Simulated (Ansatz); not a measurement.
Input:

GaN (zinc blende, F-43m), a = 4.549 Å, b = 4.549 Å, c = 4.549 Å, α = 90.00°, β = 90.00°, γ = 90.00°; the cell used has 2 atoms.

This is the PBE-relaxed structure.

Task: All from PBE (plane waves, PAW; program Ansatz), unless another level is named. Give the electron effective mass with spin–orbit coupling.

Result: 0.14 mₑ (isotropic).

Task: Give the band gap.

Result: 1.54 eV (direct).

The PBE relaxation kept the symmetry of its start. Spin–orbit coupling is left out wherever it is not named.

Potentials: the earlier of the program's two PAW sets.
